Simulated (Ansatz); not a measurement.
Put Ga₃Se in P4mm (No. 99): Ga on 1a and 2c; Se on 1a.

These are results of Ansatz, DFT PBE, scalar-relativistic, plane waves, PAW, not measurements. Cutoff 420 eV, Γ-centred mesh, Gaussian smearing, no spin polarisation.

Formation energies are uncorrected and refer to the elements' standard structures at the same level.

Question: Give the relaxed lattice parameters and positions.

Answer:

Space group P4mm (No. 99). a = 4.254 Å, b = 4.254 Å, c = 6.205 Å, α = 90.00°, β = 90.00°, γ = 90.00°
```csv
atom,site,symmetry,x,y,z
Ga,1a,4mm,0.0000,0.0000,0.0282
Ga,2c,2mm.,0.5000,0.0000,0.7367
Se,1a,4mm,0.0000,0.0000,0.4452
```

Ga on a site of symmetry 4mm is surrounded by 1 Se at 2.59 Å and 4 Ga at 2.79 Å; Ga on a site of symmetry 2mm is surrounded by 2 Ga at 2.79 Å, 2 Se at 2.79 Å and 4 Ga at 3.01 Å; Se is surrounded by 1 Ga at 2.59 Å and 4 Ga at 2.79 Å. Another local minimum with the same sites may exist.

Question: Where does its energy lie, and is it a metal?

Answer: The energy over the elements is +0.01 eV/atom and the gap on the 12×12×8 mesh of the 4-atom cell is 0 eV (a metal). The formation energy is too near zero to say whether this cell lies below the elements.

The last run used Gaussian smearing of 0.10 eV. For metals, differences of a few meV/atom aren't resolved. An odd number of electrons in the primitive cell allows no gap without spin; a larger cell or a magnetic state could open one. The reference form of Se is held partly by dispersion forces, which this level lacks. A structure relaxed within its symmetry needn't be a true minimum. Another cell of Ga3Se relaxed alike, in R-3m, lies 162 meV/atom lower, so this cell isn't the stable form at this level.
